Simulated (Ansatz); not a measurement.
Bi2Se3 (Bi2Te3 type, space group R-3m)

```
Bi2Se3
1.0
    2.07230     1.19644     9.75526
   -2.07230     1.19644     9.75526
    0.00000    -2.39289     9.75526
Bi Se
2 3
Direct
  0.39938   0.39938   0.39938
  0.60062   0.60062   0.60062
  0.00000   0.00000   0.00000
  0.21420   0.21420   0.21420
  0.78580   0.78580   0.78580
```

The slice is a (0001) plane (indices of the conventional cell) through the point (0.000, 0.000, 0.000) (fractional), spanned by u = [1 0 -1] and v = [-1 2 -1] in vectors of this cell: u (4.14 Å) and v (7.18 Å, at 90° to u). It covers one period; positions are fractions (u, v).

These are r2SCAN+rVV10 (plane waves to 500 eV, PAW, scalar-relativistic; Ansatz, a quantum-chemistry and plane-wave program) values and carry that method's errors. k mesh 9×9×9. Near the nuclei the fields are pseudised (PAW); where an atom keeps semicore shells as valence, they peak there. Bi2Se3 was relaxed with its symmetry unable to fall. Spin-orbit coupling is left out, though Bi is heavy.

### Question
Sketch the valence electron density on this plane as a map.

### Answer
```
|@%*=-:.   .:-=*%|
|**+--:.   .:--+*|
|==--:.     .:--=|
|---:..     ..:--|
|:::..       ..::|
|...           ..|
|                |
|      .....     |
|    ..:::::..   |
|   ..:-----:..  |
|   .:--===--:.  |
|  .:--+***+--:. |
|  .:-=*%@%*=-:. |
|  .:-=*@@@*=-:. |
|  .:-=*%@%*=-:. |
|  .:--+***+--:. |
|   .:--===--:.  |
|   ..:-----:..  |
|    ..:::::..   |
|      .....     |
|                |
|...           ..|
|:::..       ..::|
|---:..     ..:--|
|==--:.     .:--=|
|**+--:.   .:--+*|
|@%*=-:.   .:-=*%|
|@@*=-:.   .:-=*@|
```
Scale: ten equal steps from -1.39 (start of ' ') to 1.66 (end of '@'), in the order ' .:-=+*#%@'. Values: log₁₀ of the valence density in e/Å³. The map has 16 points along u (one character each, u = 0 at the left) and 28 along v (v = 0 in the bottom row). The scale is logarithmic, as a density can span decades between atoms and voids.
